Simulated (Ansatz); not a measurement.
SiNi3: levels along high-symmetry lines

```xyz
4
Lattice="3.5511 0.0000 0.0000 0.0000 3.5511 0.0000 0.0000 0.0000 3.5511" Properties=species:S:1:pos:R:3 pbc="T T T"
Si    0.0000    0.0000    0.0000
Ni    0.0000    1.7755    1.7755
Ni    1.7755    0.0000    1.7755
Ni    1.7755    1.7755    0.0000
```

Atom numbers follow the list: Si1, Ni2, Ni3, Ni4.

Conventional cell: a = 3.551 Å, b = 3.551 Å, c = 3.551 Å, α = 90.00°, β = 90.00°, γ = 90.00°. Around Si (atom 1) lie 12 Ni at 2.51 Å. Ni (atom 2) is surrounded by 4 Si at 2.51 Å and 8 Ni at 2.51 Å.

The cell comes from COD entry 1537795, which wasn't checked; take it as a given geometry. It differs from other determinations.

Level of theory: Ansatz 0.2.0, DFT, PBE, all-electron LAPW, scalar-relativistic.

Sampling and basis: a Γ-centred 12×12×12 k mesh, Fermi–Dirac smearing of 0.05 eV, basis error target 1 meV/atom, spin-polarised from start moments Ni2 1.5, Ni3 1.5, Ni4 1.5 μB (the moments died away, and the run ended non-magnetic).

Points in fractions of the reciprocal vectors of this cell: Γ (0, 0, 0), X (0, 0.5, 0), M (0.5, 0.5, 0), R (0.5, 0.5, 0.5). The path joins them by straight lines in the order Γ–X–M–Γ–R–X–R–M; legs that retrace an earlier one aren't tabulated. Energies are in eV from the Fermi level.

List the levels at R between -14 and 8 eV.

-7.99, -4.12 (×3), -3.64 (×3), -2.10 (×3), -1.39 (×3), -1.18 (×2), -0.43, -0.20 (×3), 1.05, 3.81 (×3).

List the levels at Γ between -14 and 8 eV.

-11.70, -4.70, -3.87 (×2), -3.38 (×3), -1.47 (×3), -0.91 (×3), -0.60 (×2), -0.28, 0.02 (×3), 4.43, 6.11 (×2).

List the levels at M between -14 and 8 eV.

-8.28, -5.96 (×2), -3.82, -3.57, -2.70, -2.59 (×2), -2.01 (×2), -1.46, -1.38, -1.38 (×2), -1.06, -0.97, -0.91, 0.60 (×2), 5.34, 6.09, 7.47 (×2).

What is the band gap?

None at this level of theory (metallic, semimetallic, or a small gap that the functional closes).
